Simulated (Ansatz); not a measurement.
Cu3Sn:
```xyz
8
Lattice="4.2808 0.0000 0.0000 0.0000 5.4822 0.0000 0.0000 0.0000 4.7860" Properties=species:S:1:pos:R:3 pbc="T T T"
Cu     2.1404     0.0000     1.4288
Cu     0.0000     2.7411     3.3572
Cu     0.0000     4.1296     0.7425
Cu     0.0000     1.3526     0.7425
Cu     2.1404     4.0937     4.0435
Cu     2.1404     1.3885     4.0435
Sn     2.1404     2.7411     1.6401
Sn     0.0000     0.0000     3.1459
```

Relaxed with r²SCAN. Special points in fractions of this cell's reciprocal vectors: Γ (0.000, 0.000, 0.000); X (0.500, 0.000, 0.000); S (0.500, 0.500, 0.000); Y (0.000, 0.500, 0.000); Z (0.000, 0.000, 0.500); U (0.500, 0.000, 0.500); R (0.500, 0.500, 0.500); T (0.000, 0.500, 0.500).

List the band energies nearest the Fermi level at these points for DFT-r²SCAN in the program Ansatz with PAW potentials.

In eV from the Fermi level; about four levels below and three above (degenerate sets whole), none deeper than 8.9 eV; points with the same levels are listed once.

```csv
k,below,above
Γ,-2.27 -2.04 -1.77 -1.17,0.99 1.64 2.31
X,-1.48 -1.48 -1.29 -1.29,1.34 1.34 4.82 4.82
S,-2.34 -2.34 -0.17 -0.17,0.46 0.46 1.67 1.67
Y,-0.68 -0.68 -0.17 -0.17,1.45 1.45 2.75 2.75
Z,-1.97 -1.74 -1.50 -0.86,0.21 0.40 1.38
U,-1.95 -1.95 -1.69 -1.69,1.05 1.05 2.11 2.11
R,-2.31 -2.31 -2.10 -2.10,5.43 5.43 5.89 5.89
T,-2.51 -2.51 -2.43 -2.43,1.50 1.50 1.55 1.55
```

Space group Pmmn. The workflow started from a Materials Project entry (that database holds measured and hypothetical structures alike); the Crystallography Open Database files this formula in space group No. 59, but the cells were not matched. Its standing as an ambient phase is unchecked. Symmetry was held in the r²SCAN relaxation; whether a distortion lowers the energy is not shown. The run is not spin-polarised. Spin–orbit coupling is left out wherever it is not named.

Potentials: the earlier of the program's two PAW sets.
